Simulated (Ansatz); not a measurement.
**How much do the gradients of MoS2 depend on the method?**

Cell: an entry of the Crystallography Open Database (COD) whose atoms were relaxed with PBE, the cell held.

Space group P6_3/mmc (No. 194); a = 3.1400, c = 12.5300 Å, γ = 120.00°.

```
site  Wyckoff  site symmetry       x       y       z
  Mo       2c           -6m2  0.3333  0.6667  0.2500
   S       4f            3m.  0.3333  0.6667  0.6245
```

One atom of each set is listed.

First run. Method: Kohn–Sham DFT in Ansatz, PBE, plane waves and PAW, scalar-relativistic, collinear spin, 420 eV cutoff, Γ-centred 16×16×4 k-points, Fermi–Dirac smearing 0.02 eV. Start moments as typed (μB): 2 on each Mo, none on the rest.

| site | V_zz (10²¹ V/m²) | η |
| --- | --- | --- |
| Mo | -7.15 | 0.00 |
| S | -5.18 | 0.00 |

Second run. The same atoms and settings, except that the functional is r2SCAN and the cutoff is 500 eV.

(1) What does the second run give?

## Answers

(1) 

| site | V_zz | η | change of V_zz |
| --- | --- | --- | --- |
| Mo | -7.27 | 0.00 | -0.12 |
| S | -5.23 | 0.00 | -0.05 |

The largest change of V_zz is on Mo, from -7.15 to -7.27. In per cent, |V_zz| changes by +2 on Mo, +1 on S (all sites that start above 0.5).

Without spin–orbit coupling (the program notes it for Mo) the gradients can shift somewhat, as the gap is small. The start moments die out, and the run ends without spin.
For the second run: The program didn't check the stability of this electronic state in full, so a lower one may lie near.
